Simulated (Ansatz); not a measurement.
Start of a relaxation, clean slab, lower half held (Li, R-3m (No. 166), (0 0 1) face):

```
Li
1.0
     3.05692    0.00000    0.00000
    -1.52846    2.64737    0.00000
     0.00000    0.00000   26.99658
Li
5
Direct
  0.66667 0.33333 0.31485
  0.00000 0.00000 0.40745
  0.66667 0.33333 0.50000
  0.33333 0.66667 0.59255
  0.66667 0.33333 0.68515
```

Method: DFT PBEsol, scalar-relativistic, plane waves, PAW (Ansatz 0.2.0). Cutoff 420 eV; k points 12×12×1 on the computed 5-atom cell (Γ-centred); Gaussian smearing, width 0.10 eV; no spin polarisation. The cell repeats along c with a dipole correction in the vacuum.

Atoms 1, 2 (counted from 1) are held. The cell is fixed. Force threshold 0.03 eV/Å.

Task: Where does it end?

Result: The energy falls by 0.009 eV in 3 steps, to:

```xyz
5
Lattice="3.0569 0.0000 0.0000 -1.5285 2.6474 0.0000 0.0000 0.0000 26.9966" Properties=species:S:1:pos:R:3 pbc="T T T"
Li    1.5285    0.8825    8.5000
Li    0.0000    0.0000   10.9998
Li    1.5285    0.8825   13.4509
Li    0.0000    1.7649   15.8955
Li    1.5285    0.8825   18.2505
```

The reference crystal is a form of Li, which isn't its usual structure.